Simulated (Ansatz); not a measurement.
Se (trigonal-Se type, space group P3_121)

```yaml
crystal:
  lattice:
    - [4.03907, 0.00000, 0.00000]
    - [-2.01954, 3.49794, 0.00000]
    - [0.00000, 0.00000, 5.12041]
  atoms:
    - { symbol: Se, position: [0.24866, 0.24866, 0.50000] }
    - { symbol: Se, position: [0.75134, 0.00000, 0.83333] }
    - { symbol: Se, position: [0.00000, 0.75134, 0.16667] }
```

This relaxed cell (volume V₀) is scaled evenly in all directions, its shape held. The atoms relax within the cell's symmetry.

All values below come from PBEsol (plane waves to 420 eV, PAW, scalar-relativistic; Ansatz, a program for electronic structure). k mesh 9×9×7 (Γ-centred), Fermi-Dirac smearing 0.05 eV. Energies are smeared free energies. With the shape held, the modulus is that of even scaling; a crystal free to change shape is softer. Se was relaxed with its symmetry unable to fall. The PAW data are Ansatz's earlier set. The zero of ΔE is the relaxed starting cell.

```
V (Å³/atom)  ΔE (meV/atom)
-----------  -------------
21.703                33.1
22.306                17.4
22.909                 7.2
23.512                 1.7
24.114                 0.0
24.717                 1.5
25.320                 5.8
25.923                12.2
26.526                20.6
```

Task: What is the fitted pressure derivative B₀′?

Result: 6.1.

Task: What bulk modulus at fixed cell shape B₀ follows from a third-order Birch-Murnaghan fit?

Result: 34.3 GPa. Check by three points about V = 24.114 Å³/atom, step 0.603: d²E/dV² ≈ (1.7 − 2·0.0 + 1.5) meV / 0.603² = 0.00880 eV/Å⁶, and V·d²E/dV² × 160.2 = 34.0 GPa.

(A scan under strain: stresses follow from slopes of the energy per volume, elastic moduli from its curvatures.)
